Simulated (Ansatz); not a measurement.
Ansatz run, Be₄Ge

Input file of Ansatz 0.2.0:

```yaml
crystal:
  lattice:
    - [3.724411, 0.0, 0.0]
    - [0.0, 3.724411, 0.0]
    - [0.0, 0.0, 7.793737]
  atoms:
    - { symbol: Be, position: [0.0, 0.0, 0.0] }
    - { symbol: Be, position: [0.5, 0.5, 0.0] }
    - { symbol: Be, position: [0.0, 0.5, 0.481] }
    - { symbol: Be, position: [0.5, 0.0, 0.519] }
    - { symbol: Ge, position: [0.0, 0.5, 0.169] }
    - { symbol: Ge, position: [0.5, 0.0, 0.831] }
    - { symbol: Be, position: [0.0, 0.0, 0.304] }
    - { symbol: Be, position: [0.5, 0.5, 0.304] }
    - { symbol: Be, position: [0.5, 0.5, 0.696] }
    - { symbol: Be, position: [0.0, 0.0, 0.696] }
  symmetry: { tolerance: 0.0003 }
kpoints:
  mp_grid: { grid: [9, 9, 5], shift: [0, 0, 0] }
  band_path:
    path:
      - [0.0, 0.0, 0.0]
      - [0.0, 0.5, 0.0]
      - [0.5, 0.5, 0.0]
      - [0.0, 0.0, 0.0]
      - [0.0, 0.0, 0.5]
      - [0.0, 0.5, 0.5]
      - [0.5, 0.5, 0.5]
      - [0.0, 0.0, 0.5]
      - [0.0, 0.5, 0.0]
      - [0.0, 0.5, 0.5]
      - [0.5, 0.5, 0.0]
    npoints: 6
magnetization:
  spin_polarized: false
scf:
  occupations: { method: fermi_dirac, width: 0.0184 }
  lower_state_search: "off"
  max_iter: 200
hamiltonian:
  pseudopotentials: { kind: paw }
  xc: pbe
basis:
  ecutwfc: 420
  fft_grid_basis: typed
output:
  forces: true
  stress: true
  eigenvalues: true
  bader: true
  populations: true
  elf: true
  write_potential: true
  volumetric_format: npy
  dos:
    e_range: [-12, 8]
    de: 0.05
    projected: { site_lists: { Be: [Be], Ge: [Ge] } }
checkpoint:
  read: saved_state
```

The run starts from an earlier solution of this cell. 

Output (shortened):

```
Free energy (F): -9326.8269 eV
Harris-Foulkes:  -9326.8269 eV  (|F-HF|=6.61e-9)
Internal energy: -9326.8220 eV  (E = F + TS)
E sigma→0 (E₀):  -9326.8244 eV
Entropy (-TS):   -0.0049 eV (-0.490 meV/atom)
Fermi energy:    9.2612 eV
--- Forces (eV/Å), atoms counted from 1 ---
  atom   1  Be     0.0000     0.0000     0.0000
  atom   2  Be     0.0000     0.0000     0.0000
  atom   3  Be     0.0000     0.0000     1.1470
  atom   4  Be     0.0000     0.0000    -1.1470
  atom   5  Ge     0.0000     0.0000    -2.1299
  atom   6  Ge     0.0000     0.0000     2.1299
  atom   7  Be     0.0000     0.0000     2.0226
  atom   8  Be     0.0000     0.0000     2.0226
  atom   9  Be     0.0000     0.0000    -2.0226
  atom  10  Be     0.0000     0.0000    -2.0226
--- Stress (GPa, compression-positive) ---
        6.0190       0.0000       0.0000
        0.0000       6.0190       0.0000
        0.0000       0.0000       5.8958
  P = ⅓ Tr σ = 5.9779 GPa (59.779 kbar)
--- Löwdin populations: 10 sites ---
  site symbol       q [e]
     0     Be      0.6450
     1     Be      0.6450
     2     Be      1.1242
     3     Be      1.1242
     4     Ge     16.1674
     5     Ge     16.1674
     6     Be      0.8929
     7     Be      0.8929
     8     Be      0.8929
     9     Be      0.8929
  spilling = 0.1035 (of n_electrons = 44.0000)
--- Bader charges: 10 sites ---
  site symbol  charge [e]  shift [e]
     0     Be      1.4288     0.0001
     1     Be      1.4287     0.0001
     2     Be      0.4541     0.0002
     3     Be      0.4541     0.0002
     4     Ge     -4.0433     0.0002
     5     Ge     -4.0433     0.0002
     6     Be      1.0802     0.0000
     7     Be      1.0802     0.0000
     8     Be      1.0803     0.0000
     9     Be      1.0802     0.0000
```

Origin: a known structure type with other elements, at an estimated volume, so it need not be a known compound. Caveats: atoms or cell far from equilibrium.
